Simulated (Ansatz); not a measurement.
Data:

Bi2Te2S:
```cif
data_Bi2STe2
_chemical_formula_sum 'Bi2 Te2 S1'
_space_group_name_H-M_alt 'P 1'
_space_group_IT_number 1
_cell_length_a 9.54722
_cell_length_b 9.54722
_cell_length_c 4.36937
_cell_angle_alpha 76.786
_cell_angle_beta 103.214
_cell_angle_gamma 153.544
loop_
_space_group_symop_operation_xyz
  'x, y, z'
loop_
_atom_site_label
_atom_site_type_symbol
_atom_site_fract_x
_atom_site_fract_y
_atom_site_fract_z
_atom_site_occupancy
Bi1 Bi 0.86098 0.13902 0.86080 1
Bi2 Bi 0.13902 0.86098 0.13920 1
Te1 Te 0.67542 0.32458 0.67562 1
Te2 Te 0.32458 0.67542 0.32438 1
S1 S 0.00000 0.00000 0.00000 1
```

This is the PBEsol-relaxed structure.

Task: All from DFT-PBEsol in the program Ansatz with PAW potentials, unless another level is named. Predict the electron effective mass.

Result: 0.017, 0.10, 0.46 mₑ (principal values).

Task: Give the smallest direct gap on the standard path.

Result: 0.32 eV.

Task: And the valence-band maximum?

Result: at Γ.

Task: Predict the gap with spin–orbit coupling.

Result: none (metallic).

Space group I4/mmm. The first step of the workflow began from a Materials Project structure, measured or hypothetical; the Crystallography Open Database copy checked does not list it. COD files the formula under space group No. 166. Its standing as an ambient phase is unchecked. Symmetry was held in the PBEsol relaxation. At this level the phase is dynamically unstable (imaginary phonons). Point labels and valley counts follow the cell and symmetry of the run, lower than the named group. Spin–orbit coupling is left out wherever it is not named.

Potentials: the later of the program's two PAW sets.
